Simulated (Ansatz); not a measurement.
Simulated powder pattern, Cu Kα, λ = 1.54184 Å (kinematic, ideal powder, no thermal factors, no anomalous dispersion; the 30 strongest lines at most, above 1 %, up to 2θ = 90°):

```
2θ (°)  I/Imax (%)
------  ----------
30.26          100
35.08           21
50.46           61
59.97           42
62.93          6.2
74.14          8.8
82.12           17
84.74          9.2
```

The pattern belongs to a structure relaxed with PBE (plane waves, PAW; program Ansatz).

Which compound is it?
(A) TiSi2, Fddd (Ti on 8b, Si on 16f)
(B) CsI, CsCl type
(C) ZrO2, fluorite
(D) BaO, rock salt

C, ZrO2, fluorite

Give the lattice parameters.

a = 5.116 Å.

Space group Fm-3m (fluorite). This is a known high-temperature phase of the composition, computed here at zero pressure and temperature. The cell was relaxed with PBE under the symmetry of its start; whether a distortion lowers the energy is not shown. The run is not spin-polarised.

Potentials: the later of the program's two PAW sets.
